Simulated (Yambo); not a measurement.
Yambo run on Na2PtH6 (space group Fm-3m, No. 225). The wavefunctions are norm-conserving PBEsol (Quantum ESPRESSO, 88 Ry, no spin-orbit coupling) ones on a 4×4×4 mesh (21 occupied bands); a = 5.133 Å, b = 5.133 Å, c = 5.133 Å, α = 60.00°, β = 60.00°, γ = 60.00°.

Yambo input:

```
rim_cut
gw0
dyson
el_el_corr
HF_and_locXC
cohsex
em1s
RandQpts= 1000000
RandGvec= 1 Ry
EXXRLvcs= 88 Ry
VXCRLvcs= 352 Ry
Chimod= "HARTREE"
% BndsRnXs
 7 | 140 |
%
NGsBlkXs= 7 Ry
% LongDrXs
 1.0 | 1.0 | 1.0 |
%
ExtendOut
% QPkrange
 6 | 6 | 21 | 21 |
 7 | 7 | 21 | 22 |
%
```

k points by index: 6 = (0, 0.25, -0.25), 7 = X.

Resulting energies as the program prints them:

```
#    K-point    Band    Eo [eV]    E [eV]    E-Eo [eV]    Vxc [eV]    Vnlxc [eV]    Sc|Eo [eV]    Re(Z)    Im(Z)
#
    6    21    0.000000    -3.207489    -3.207489    -12.06203    -15.39803    0.128504    1.000000    0.000000
    7    21    -0.757774    -4.053635    -3.295860    -11.48772    -15.09220    0.308617    1.000000    0.000000
    7    22    3.472378    3.340495    -0.131883    -12.04399    -8.470283    -3.705590    1.000000    0.000000
```
(The two width columns are left out.) Convergence of these settings isn't established.

Geometry of the Materials Project entry, not relaxed at this level.

The structure is a Materials Project entry; no match was found in the copy of COD used, and its stability was not checked.
